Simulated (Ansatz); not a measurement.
SiC with indium replacing Si: gradients before and after relaxing the atoms

Start: a supercell of SiC (zinc blende type, F-43m) built from a COD entry, with all atoms left at the host's positions.

Space group F-43m (No. 216); a = 13.0740 Å.

| site | Wyckoff | site symmetry | x | y | z |
| --- | --- | --- | --- | --- | --- |
| In | 4a | -43m | 0.0000 | 0.0000 | 0.0000 |
| Si2 | 48h | ..m | 0.1667 | 0.0000 | 0.1667 |
| Si5 | 16e | .3m | 0.3333 | 0.8333 | 0.1667 |
| Si9 | 16e | .3m | 0.6667 | 0.6667 | 0.3333 |
| Si15 | 24f | 2.mm | 0.5000 | 0.6667 | 0.5000 |
| C28 | 16e | .3m | 0.0833 | 0.9167 | 0.0833 |
| C29 | 24g | 2.mm | 0.2500 | 0.9167 | 0.2500 |
| C33 | 48h | ..m | 0.5833 | 0.7500 | 0.4167 |
| C41 | 16e | .3m | 0.4167 | 0.5833 | 0.4167 |
| C54 | 4c | -43m | 0.7500 | 0.2500 | 0.7500 |

One atom of each set is listed; the run and its k-mesh use a cell of 54 atoms with edges of 9.24, 9.24, 9.24 Å.

Computed with Ansatz: DFT, PBE, plane waves and PAW, scalar-relativistic, 420 eV cutoff, Γ-centred 3×3×3 k-points, Fermi–Dirac smearing 0.01 eV, cell charge -1.

The largest force at the start is 7.6 eV/Å. Relaxing the ions at fixed cell moves them by 0.215 Å at most (atom 28, C) and 0.060 Å rms.

```json
{"site": "In", "moved (Å)": "0.000", "first shell before": "4 C at 1.89 Å", "first shell after": "4 C at 2.10 Å", "V_zz before (10²¹ V/m²)": "0.00", "η before": "–"}
{"site": "Si2", "moved (Å)": "0.026", "first shell before": "4 C at 1.89 Å", "first shell after": "4 C at 1.83–1.90 Å", "V_zz before (10²¹ V/m²)": "-0.70", "η before": "0.56"}
{"site": "Si5", "moved (Å)": "0.007", "first shell before": "4 C at 1.89 Å", "first shell after": "4 C at 1.89 Å", "V_zz before (10²¹ V/m²)": "0.24", "η before": "0.00"}
{"site": "Si9", "moved (Å)": "0.002", "first shell before": "4 C at 1.89 Å", "first shell after": "4 C at 1.89 Å", "V_zz before (10²¹ V/m²)": "0.13", "η before": "0.00"}
{"site": "Si15", "moved (Å)": "0.004", "first shell before": "4 C at 1.89 Å", "first shell after": "4 C at 1.89 Å", "V_zz before (10²¹ V/m²)": "-0.099", "η before": "0.88"}
{"site": "C28", "moved (Å)": "0.215", "first shell before": "1 In at 1.89 Å, 3 Si at 1.89 Å", "first shell after": "3 Si at 1.83 Å, 1 In at 2.10 Å", "V_zz before (10²¹ V/m²)": "-1.00", "η before": "0.00"}
{"site": "C29", "moved (Å)": "0.004", "first shell before": "4 Si at 1.89 Å", "first shell after": "4 Si at 1.86–1.89 Å", "V_zz before (10²¹ V/m²)": "-0.39", "η before": "0.23"}
{"site": "C33", "moved (Å)": "0.003", "first shell before": "4 Si at 1.89 Å", "first shell after": "4 Si at 1.89–1.90 Å", "V_zz before (10²¹ V/m²)": "0.099", "η before": "0.83"}
{"site": "C41", "moved (Å)": "0.001", "first shell before": "4 Si at 1.89 Å", "first shell after": "4 Si at 1.89 Å", "V_zz before (10²¹ V/m²)": "-0.023", "η before": "0.00"}
```

(1) What are V_zz and η after the relaxation?

Results:

(1) 

| site | V_zz after | η after | change of V_zz |
| --- | --- | --- | --- |
| In | 0.00 | – | 0.00 |
| Si2 | 1.42 | 0.82 | – |
| Si5 | 0.32 | 0.00 | +0.08 |
| Si9 | 0.10 | 0.00 | -0.03 |
| Si15 | -0.21 | 0.73 | -0.11 |
| C28 | -0.22 | 0.00 | +0.78 |
| C29 | -0.88 | 0.13 | -0.49 |
| C33 | 0.064 | 0.10 | – |
| C41 | <0.005 | – | +0.02 |

The largest change of V_zz along a kept axis is on C28, from -1.00 to -0.22. In per cent, |V_zz| changes by -78 on C (all sites that start above 0.5, bar those whose gradient vanishes or changes sign or whose main axis turns by over 40°). On Si2, C33 the largest principal value lies along another axis in the second run, so the two V_zz can't be compared directly. Other sites without a gradient aren't listed.

The defect repeats with the cell of 54 atoms, so it feels its images: sites between two images don't show the values beside a lone defect, and zeros or small values of η there can come from the images' arrangement. A uniform background compensates the cell's charge. Without spin–orbit coupling (the program notes it for In) the gradients can shift somewhat, as the gap is small.
Before: With a gap of 0.9 eV on this mesh, small gradients can still move by 0.1 × 10²¹ V/m² or more as the k-mesh gets denser. The cell keeps the host's lattice, where the PBE pressure is 7 GPa (in a charged cell this depends on the convention for the mean potential). The neighbours have not yet relaxed around the defect (largest force 7.6 eV/Å), so the values at and beside it are those of a strained start, not of the defect in a real crystal.
After: The relaxation keeps the site symmetry -43m of the start, so the impurity can't leave its site; a start off the site could end lower. The cell keeps the host's lattice, where the PBE pressure is 6 GPa (in a charged cell this depends on the convention for the mean potential).
